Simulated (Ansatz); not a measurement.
SiGe:
```
CELL_PARAMETERS angstrom
      3.90087     0.00000     0.00000
     -1.95044     3.37825     0.00000
      0.00000     0.00000     6.44245
ATOMIC_POSITIONS crystal
  Si 0.66667 0.33333 0.87456
  Si 0.33333 0.66667 0.37456
  Ge 0.66667 0.33333 0.50044
  Ge 0.33333 0.66667 0.00044
```

x, y and z are the axes in which the lattice vectors are written.

**Question.** Give the high-frequency dielectric tensor and the Born effective charge tensors of the independent atoms from DFPT, PBEsol (plane waves, PAW; program Ansatz).

**Answer.** 
ε∞:
```
14.1  0.00  0.00
0.00  14.1  0.00
0.00  0.00  15.3
```
Z* of atom 1 (Si), rows: field, columns: displacement, in e:
```
0.14  0.00  0.00
0.00  0.14  0.00
0.00  0.00  0.16
```
Z* of atom 3 (Ge), rows: field, columns: displacement, in e:
```
-0.14   0.00   0.00
 0.00  -0.14   0.00
 0.00   0.00  -0.16
```

Space group P6_3mc (wurtzite). The workflow started from a Materials Project entry (that database holds measured and hypothetical structures alike); the Crystallography Open Database copy checked does not list it. Its standing as an ambient phase is unchecked. Symmetry was held in the PBEsol relaxation; whether a distortion lowers the energy is not shown. Scalar-relativistic: spin–orbit coupling is off unless named, which matters more the heavier the elements.

Potentials: the later of the program's two PAW sets.
